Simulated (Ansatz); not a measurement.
SnMo₂C:
```
SnMo2C
1.0
    3.19155     0.00000     0.00000
   -1.59578     2.76397     0.00000
    0.00000     0.00000    13.51574
Sn Mo C
2 4 2
Direct
  0.33333   0.66667   0.75000
  0.66667   0.33333   0.25000
  0.33333   0.66667   0.08045
  0.66667   0.33333   0.58045
  0.66667   0.33333   0.91955
  0.33333   0.66667   0.41955
  0.00000   0.00000   0.00000
  0.00000   0.00000   0.50000
```

Relaxed with PBE. Special points in fractions of this cell's reciprocal vectors: Γ (0.000, 0.000, 0.000); M (0.500, 0.000, 0.000); K (0.333, 0.333, 0.000); A (0.000, 0.000, 0.500); L (0.500, 0.000, 0.500); H (0.333, 0.333, 0.500).

List the band energies nearest the Fermi level at these points for PBE (plane waves, PAW; program Ansatz).

In eV from the Fermi level; about four levels below and three above (degenerate sets whole), none deeper than 8.9 eV; points with the same levels are listed once.

```json
[
 {"k": "Γ", "below": "-0.44 -0.44 -0.27 -0.27", "above": "1.02 1.02 1.04 1.04"},
 {"k": "M", "below": "-3.90 -2.94 -2.93 -0.05", "above": "0.10 0.42 0.47"},
 {"k": "K", "below": "-0.97 -0.97 -0.65 -0.07 -0.07", "above": "0.09 1.35 1.35"},
 {"k": "A", "below": "-0.35 -0.35 -0.35 -0.35", "above": "1.03 1.03 1.03 1.03"},
 {"k": "L", "below": "-3.91 -3.91 -2.93 -2.93", "above": "0.19 0.19 0.25 0.25"},
 {"k": "H", "below": "-1.73 -1.73 -1.16 -1.16", "above": "0.38 0.38 0.66 0.66"}
]
```

Space group P6_3/mmc. The start of the workflow was typed in or built on a structure type; neither database checked (COD, Materials Project) lists it. Its standing as an ambient phase is unchecked. Symmetry was held in the PBE relaxation; whether a distortion lowers the energy is not shown. No spin polarisation was allowed. Spin–orbit coupling is left out wherever it is not named.

Potentials: the later of the program's two PAW sets.
